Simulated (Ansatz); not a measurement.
ZrN4Si2, MA2Z4 (octahedral core, outer Z over the far inner Z)-type layer, relaxed and computed with two functionals in Ansatz (plane waves, PAW).

| functional | a (Å) | thickness (Å) | gap (eV) | IP (eV) |
|---|---|---|---|---|
| PBE | 3.055 | 6.94 | 0.99 | 6.36 |
| r²SCAN+D4 | ? | ? | ? | ? |

Q: Fill in the missing entries.

A: 
- r²SCAN+D4, a (Å): 3.036
- r²SCAN+D4, thickness (Å): 6.87
- r²SCAN+D4, gap (eV): 1.38
- r²SCAN+D4, IP (eV): 6.63

All cells were relaxed under the symmetry of their starts (and spin orders); stability against distortions was not tested throughout. Rows with no word on spin ran without spin polarisation. Scalar-relativistic: spin–orbit coupling is off unless named, which matters more the heavier the elements. Constructed layers (a layer type filled with these elements): ZrN4Si2, MA2Z4 (octahedral core, outer Z over the far inner Z)-type layer; ZrN4Si2, MA2Z4 (octahedral core, outer Z over the far inner Z)-type layer.

Potentials: the later of the program's two PAW sets.

Ansatz (a quantum-chemistry and plane-wave program) is a plane-wave DFT program.
